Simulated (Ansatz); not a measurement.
Ti₆O:
Space group P-31m (No. 162); a = b = 5.051 Å, c = 4.692 Å, α = β = 90.00°, γ = 120.00°

```tsv
atom	site	symmetry	x	y	z
Ti	6k	..m	0.3314	0.3314	0.7404
O	1a	-3.m	0.0000	0.0000	0.0000
```

Relaxed at zero pressure with PBEsol (plane waves, PAW; program Ansatz).

Problem. The volume is lowered by 3 % and shape and atoms relax at that volume. What pressure results, and how do the axes share the change?

Solution. 4.6 GPa; a -1.0 %, b -1.0 %, c -1.0 %; the energy rises by 6 meV/atom.

Problem. Give the new structure.

Solution. 
Space group P-31m (No. 162); a = 4.9989 Å, b = 4.9989 Å, c = 4.6468 Å, α = 90.00°, β = 90.00°, γ = 120.00°

```tsv
atom	site	symmetry	x	y	z
Ti	6k	..m	0.3324	0.3324	0.7403
O	1a	-3.m	0.0000	0.0000	0.0000
```

The phase is kept; no other phase was compared at this pressure.

The first step of the workflow began from a Materials Project structure, measured or hypothetical; the Crystallography Open Database files this formula in space group No. 162, but the cells were not matched. Its standing as an ambient phase is unchecked. The cell was relaxed with PBEsol under the symmetry of its start; whether a distortion lowers the energy is not shown. No spin polarisation was allowed.

Potentials: the later of the program's two PAW sets.
